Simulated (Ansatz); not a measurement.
## K2InSbF6: what symmetry allows forces and stress to be

```
CELL_PARAMETERS angstrom
0.00000 4.70255 4.70255
4.70255 0.00000 4.70255
4.70255 4.70255 0.00000
ATOMIC_POSITIONS crystal
K 0.75000 0.75000 0.75000
K 0.25000 0.25000 0.25000
In 0.50000 0.50000 0.50000
Sb 0.00000 0.00000 0.00000
F 0.78312 0.21688 0.21688
F 0.21688 0.21688 0.78312
F 0.21688 0.78312 0.78312
F 0.21688 0.78312 0.21688
F 0.78312 0.21688 0.78312
F 0.78312 0.78312 0.21688
```

Computed with DFT r2SCAN, scalar-relativistic, plane waves, PAW in Ansatz 0.2.0.

Settings: cutoff 500 eV, Γ-centred mesh 6×6×6 on the computed 10-atom cell, Gaussian smearing of 0.02 eV; no spin polarisation.

This distorted cell has space group Fm-3m, with 48 operations.

Without a calculation: in which directions can each atom feel a force?

A force must be left unchanged by every operation that keeps its atom in place, so it lies in the space that those operations leave fixed. Atoms that the group maps onto each other feel forces of one size.
```tsv
atom	site symmetry	operations at the site	equivalent to atom	allowed force (Cartesian)
K1	-43m	24	1	none
K2	-43m	24	1	none
In3	m-3m	48	3	none
Sb4	m-3m	48	4	none
F5	4m.m	8	5	along (1.00, 0.00, 0.00)
F6	4m.m	8	5	along (0.00, 0.00, 1.00)
F7	4m.m	8	5	along (1.00, 0.00, 0.00)
F8	4m.m	8	5	along (0.00, 1.00, 0.00)
F9	4m.m	8	5	along (0.00, 1.00, 0.00)
F10	4m.m	8	5	along (0.00, 0.00, 1.00)
```

That leaves 1 independent force component of 30. A relaxation in this cell that keeps the symmetry moves the atoms in these directions alone.

And the stress tensor?

It must be invariant under the point group, which leaves 1 independent component: yz, xz, xy vanish; xx = yy, xx = zz, yy = zz.

Do the computed values obey this?

Yes. Forces (eV/Å):
```
K1   0.000  0.000  0.000
K2   0.000  0.000  0.000
In3  0.000  0.000  0.000
Sb4  0.000  0.000  0.000
F5   2.154  0.000  0.000
F6   0.000  0.000  2.154
F7  -2.154  0.000  0.000
F8   0.000  2.154  0.000
F9   0.000 -2.154  0.000
F10  0.000  0.000 -2.154
```

Stress (GPa, compression positive, xx yy zz yz xz xy): 5.31 5.31 5.31 0.00 0.00 0.00. The program imposes the same operations on density, forces and stress, so this confirms the analysis and is no independent test of the calculation.